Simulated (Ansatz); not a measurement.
The relaxed structure here is a generated cell of CuI: the first start was made by placing the elements on the sites of a structure type, and the end was not matched to a known phase here, so it may be hypothetical. Known forms of CuI include space group No. 216.

One stationary structure of CuI. Method: PBE (plane waves to 420 eV, PAW, scalar-relativistic; Ansatz, a program for electronic structure).

```cif
data_Cu4I4
_chemical_formula_sum 'Cu4 I4'
_space_group_name_H-M_alt 'P 1'
_space_group_IT_number 1
_cell_length_a 7.17011
_cell_length_b 4.25556
_cell_length_c 7.30500
_cell_angle_alpha 90.000
_cell_angle_beta 90.000
_cell_angle_gamma 90.000
loop_
_space_group_symop_operation_xyz
  'x, y, z'
loop_
_atom_site_label
_atom_site_type_symbol
_atom_site_fract_x
_atom_site_fract_y
_atom_site_fract_z
_atom_site_occupancy
Cu1 Cu 0.09855 0.25000 0.95162 1
Cu2 Cu 0.59855 0.25000 0.54838 1
Cu3 Cu 0.90145 0.75000 0.04838 1
Cu4 Cu 0.40145 0.75000 0.45162 1
I1 I 0.23581 0.25000 0.59648 1
I2 I 0.73581 0.25000 0.90352 1
I3 I 0.76419 0.75000 0.40352 1
I4 I 0.26419 0.75000 0.09648 1
```

### Question
Find the space group and the Wyckoff positions (tolerance 0.01 Å).

### Answer
Space group Pnma (No. 62); a = 7.170 Å, b = 4.256 Å, c = 7.305 Å, α = 90.00°, β = 90.00°, γ = 90.00°

| atom | site | symmetry | x | y | z |
|---|---|---|---|---|---|
| Cu | 4c | .m. | 0.0986 | 0.2500 | 0.9516 |
| I | 4c | .m. | 0.2358 | 0.2500 | 0.5965 |

### Question
Give the shortest distances between elements (the closest pairs, up to four, under 3.6 Å).

### Answer
Cu–I 2.62 Å; Cu–Cu 2.65 Å.

```yaml
volume_per_atom: 27.86 Å³
density: 5.68 g/cm³
band_gap: 1.31 eV, direct at Γ (no spin-orbit coupling)
```

No spin polarisation in the result. Spin-orbit coupling is missing; with elements this heavy it can move band edges by tenths of an eV or more.

The run could not lose the symmetry of its start, so the end can be a saddle point.
